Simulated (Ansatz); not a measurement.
MgSiCl4 single point

Input file of Ansatz 0.2.0:

```yaml
crystal:
  lattice:
    - [4.641476, 0.0, 0.0]
    - [2.320738, -8.160304, 0.0]
    - [0.0, 0.0, -6.547484]
  atoms:
    - { symbol: Si, position: [0.85167, 0.29666, 0.4638] }
    - { symbol: Si, position: [0.14833, 0.70334, 0.9638] }
    - { symbol: Mg, position: [0.41428, 0.17144, 0.0] }
    - { symbol: Mg, position: [0.58572, 0.82856, 0.5] }
    - { symbol: Cl, position: [0.3044, 0.3912, 0.1947] }
    - { symbol: Cl, position: [0.6956, 0.6088, 0.6947] }
    - { symbol: Cl, position: [0.3346, 0.3308, 0.7347] }
    - { symbol: Cl, position: [0.6654, 0.6692, 0.2347] }
    - { symbol: Cl, position: [0.475, 0.05, 0.3105] }
    - { symbol: Cl, position: [0.525, 0.95, 0.8105] }
    - { symbol: Cl, position: [0.9212, 0.1576, 0.0079] }
    - { symbol: Cl, position: [0.0788, 0.8424, 0.5079] }
  symmetry: { tolerance: 0.0003 }
kpoints:
  mp_grid: { grid: [6, 6, 4], shift: [0, 0, 0] }
  band_path:
    path:
      - [0.0, 0.0, 0.0]
      - [0.0, -0.5, 0.0]
      - [-0.45956015, -0.72978007, 0.0]
      - [-0.54043985, -0.27021993, 0.0]
      - [0.0, 0.0, 0.0]
      - [0.0, 0.0, 0.5]
      - [-0.54043985, -0.27021993, 0.5]
      - [-0.45956015, -0.72978007, 0.5]
      - [0.0, -0.5, 0.5]
      - [0.0, -0.5, 0.0]
      - [0.0, 0.0, 0.0]
    npoints: 6
magnetization:
  spin_polarized: false
scf:
  occupations: { method: fermi_dirac }
  lower_state_search: "off"
  max_iter: 200
hamiltonian:
  pseudopotentials: { kind: paw }
  xc: r2scan
basis:
  ecutwfc: 500
  fft_grid_basis: typed
output:
  forces: true
  stress: true
  eigenvalues: true
  populations: true
  elf: true
  write_potential: true
  volumetric_format: npy
  dos:
    e_range: [-12, 8]
    de: 0.05
    projected: { site_lists: { Cl: [Cl], Mg: [Mg], Si: [Si] } }
checkpoint:
  read: saved_state
```

The saved state is an earlier solution for the same cell, perhaps on another mesh. 

Parts of the output:

```
Pseudopotentials: kind: paw
Pseudopotential: Si, paw, valence charge 4, recommended cutoff 500 eV (meta_gga), Si.paw.azcp
Pseudopotential: Mg, paw, valence charge 10, recommended cutoff 500 eV (meta_gga), Mg.paw.azcp
Pseudopotential: Cl, paw, valence charge 7, recommended cutoff 500 eV (meta_gga), Cl.paw.azcp
Functional definition: r2SCAN
  exchange = r2scan_x(k0 = k0, k1 = k1, a1 = a1)
  correlation = r2scan_c
Crystal: 12 atoms, lattice volume = 247.992 Å³
Basis set: ecut = 500 eV, 6323 PW (Γ), exchange–correlation on 144×256×192 points (64 copies of the dense FFT grid, shifted against one another)
Bands: 54, of which v1, the nominal top of the filled ones, is band 42 counted from 1 (41 counted from 0)
Symmetry: 4 space group operations
Space group: Cmc21 (ITA 36), of the structure as read, at distance tolerance 1.9e-3 Å
k-points: 39 of 144 (time reversal used)
Initial density: read from a saved state, or passed on in memory by an earlier SCF of this step, an earlier step, the calling program or the single point that the run made first
Functional: x = r2scan, c = r2scan; τ floored in thin density (d = 2e-4 eV/Å³)
SCF iter   1: F=-13809.0318 eV  Δρ=4.08e-4  dr2=8.47e-4  dr2_τ=1.02e-4
SCF iter   2: F=-13809.0322 eV  Δρ=2.01e-4  dr2=1.67e-4  dr2_τ=1.25e-5
SCF iter   3: F=-13809.0323 eV  Δρ=5.57e-5  dr2=1.34e-5  dr2_τ=1.03e-6
SCF iter   4: F=-13809.0325 eV  Δρ=1.41e-5  dr2=6.09e-7  dr2_τ=6.01e-8
SCF iter   5: F=-13809.0325 eV  Δρ=3.17e-6  dr2=4.52e-8  dr2_τ=3.77e-9
Free energy (F): -13809.0325 eV
Harris-Foulkes:  -13809.0325 eV  (|F-HF|=2.38e-9)
Internal energy: -13809.0325 eV  (E = F + TS)
E sigma→0 (E₀):  -13809.0325 eV
Entropy (-TS):    0.0000 eV (-0.002 meV/atom)
Fermi energy:    4.7815 eV
--- Per-component energies (eV) ---
  E_band       = -848.6783
  E_kinetic    = 1525.7420
  E_local      = -6183.8697  (includes V_loc(G=0)·N_el)
  E_nonlocal   = 469.3924
  E_hartree    = 2289.5297
  E_xc         = -993.7020
  E_vxc        = -1259.5007  (∫ρ·V_xc dr)
  E_paw        = -6957.3142  (= ΣΔE_a)
  E_vpaw       = -43.9817  (= ΣTr[D̂ρ^β])
  E_aug_tail   = 0.0003  (compensation charges beyond the density's cutoff)
  E_vtau       = 64.4801  (kinetic-family band-sum trace: ∫τ·v_τ [+ j·A + Jᵃ·Aᵃ] dr)
  E_ewald      = -3957.5144
  E_core_change = -1.2965  (= ΣΔE_core)
  E_smearing   =  0.0000  (= −TS)
--- Forces (eV/Å), atoms counted from 1 ---
  atom   1  Si     0.0000    -0.4401    -0.0088
  atom   2  Si     0.0000     0.4401    -0.0088
  atom   3  Mg     0.0000     0.7775    -0.4396
  atom   4  Mg     0.0000    -0.7775    -0.4396
  atom   5  Cl     0.0000    -2.8213    -1.6931
  atom   6  Cl     0.0000     2.8213    -1.6931
  atom   7  Cl     0.0000    -1.4802     3.1451
  atom   8  Cl     0.0000     1.4802     3.1451
  atom   9  Cl     0.0000    -1.1719    -0.7603
  atom  10  Cl     0.0000     1.1719    -0.7603
  atom  11  Cl     0.0000    -0.1214    -0.2433
  atom  12  Cl     0.0000     0.1214    -0.2433
--- Stress (GPa, compression-positive) ---
        5.0223       0.0000       0.0000
        0.0000      14.2230       0.0000
        0.0000       0.0000      10.0534
  P = ⅓ Tr σ = 9.7662 GPa (97.662 kbar)
```

Origin: a known structure type with other elements, at an estimated volume, so it need not be a known compound. Caveats: atoms or cell far from equilibrium.
